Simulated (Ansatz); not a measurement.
Starting cell, LaTl (CsCl type):

```
CELL_PARAMETERS angstrom
      3.91911     0.00000     0.00000
      0.00000     3.91911     0.00000
      0.00000     0.00000     3.91911
ATOMIC_POSITIONS crystal
  La 0.00000 0.00000 0.00000
  Tl 0.50000 0.50000 0.50000
```

Scan: atom 1 (La, nearest neighbour Tl at 3.394 Å; its periodic images, 3.9 Å or more away, move with it) is displaced along Cartesian z, direction (0.000, 0.000, 1.000) in Cartesian axes, by s. The other atoms stay.

The numbers are results of PBEsol (plane waves to 420 eV, PAW, scalar-relativistic; Ansatz, an electronic-structure program), not measurements. k mesh 10×10×10 (Γ-centred), Fermi-Dirac smearing 0.05 eV. Energies are smeared free energies. With partly filled bands, energies and forces of such displacements shift with the k mesh and the smearing. LaTl is run without spin polarisation. LaTl was relaxed with its symmetry unable to fall. Spin-orbit coupling is left out, though Tl is heavy. ΔE is measured from the undisplaced structure.

Q: What ΔE (meV/cell) does the calculation give at s (Å) = -0.680, -0.544, -0.408, -0.136, 0.272, 0.408, 0.544, 0.680?

A: 
```csv
s (Å),ΔE (meV/cell)
-0.680,568
-0.544,345
-0.408,182
-0.136,17
0.272,75
0.408,182
0.544,345
0.680,568
```

(For displaced atoms, the force is minus the slope of the energy, and its curvature is a force constant, which sets phonon frequencies.)
